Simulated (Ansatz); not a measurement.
**What a trial cell of SiO₃ relaxes into**

These are results of Ansatz 0.2.0, DFT PBE, scalar-relativistic, plane waves, PAW, not measurements. Cutoff 420 eV, Gaussian smearing, Γ-centred meshes. Cell and atoms relax on a converged mesh. In metals the finer mesh still leaves noise of several meV/atom or more. The steps can't lower the symmetry of their start. Collinear spin is switched on along the way, since trial moments persisted in a coarse test.

The cell of SiO₃ is invented: 6-connected net, bridging atoms on its edges (I4_1/amd, No. 141). Lengths were set from tabulated atomic sizes, so they are only a guess.

```yaml
crystal:
  lattice:
    - [-3.34022, 3.34022, 1.82339]
    - [3.34022, -3.34022, 1.82339]
    - [3.34022, 3.34022, -1.82339]
  atoms:
    - { symbol: Si, position: [0.00000, 0.00000, 0.00000] }
    - { symbol: Si, position: [0.75000, 0.25000, 0.50000] }
    - { symbol: O, position: [0.50000, 0.50000, 0.00000] }
    - { symbol: O, position: [0.87500, 0.62500, 0.75000] }
    - { symbol: O, position: [0.87500, 0.12500, 0.25000] }
    - { symbol: O, position: [0.87500, 0.12500, 0.75000] }
    - { symbol: O, position: [0.37500, 0.12500, 0.25000] }
    - { symbol: O, position: [0.25000, 0.75000, 0.50000] }
```

Formation energies are uncorrected and refer to the elements' standard structures at the same level (O₂ as a molecule).

Question: Where does the relaxation end?

Answer: The symmetry stays I4_1/amd (No. 141). The volume per atom grows by 1.1 %, from 10.2 to 10.3 Å³. The shortest distance goes from 1.73 Å (Si–O) to 1.76 Å (Si–O). Conventional cell: a = 6.820 Å, c = 3.536 Å. Si is surrounded by 6 O at 1.76–1.77 Å; O on a site of symmetry -4m2 is surrounded by 2 Si at 1.77 Å and 4 O at 2.16 Å; O on a site of symmetry 2/m has 2 Si at 1.76 Å and 2 O at 2.16 Å.

```cif
data_structure
_symmetry_space_group_name_H-M 'P 1'
_symmetry_Int_Tables_number 1
_cell_length_a 5.1364
_cell_length_b 5.1364
_cell_length_c 5.1364
_cell_angle_alpha 96.805
_cell_angle_beta 96.805
_cell_angle_gamma 139.731
_cell_volume 82.24
loop_
_atom_site_label
_atom_site_type_symbol
_atom_site_fract_x
_atom_site_fract_y
_atom_site_fract_z
_atom_site_occupancy
Si1 Si 0.00000 0.00000 0.00000 1
Si2 Si 0.75000 0.25000 0.50000 1
O1 O 0.50000 0.50000 0.00000 1
O2 O 0.87500 0.62500 0.75000 1
O3 O 0.87500 0.12500 0.25000 1
O4 O 0.87500 0.12500 0.75000 1
O5 O 0.37500 0.12500 0.25000 1
O6 O 0.25000 0.75000 0.50000 1
```

Question: Give its energy and gap.

Answer: The energy over the elements is −1.19 eV/atom, the gap on the 12×12×12 mesh of the 8-atom cell is 0 eV (a metal) and the net moment per atom is 0.41 μB. The moment by site is O 0.5 (×2), 0.4 (×4) μB.

A negative formation energy is needed for stability but isn't enough: competing phases decide.

The last run used collinear spin and Gaussian smearing of 0.10 eV. The magnetic state reached may not be the lowest. A structure relaxed within its symmetry needn't be a true minimum. Site moments count only spheres around the atoms; the net moment includes the space between them.
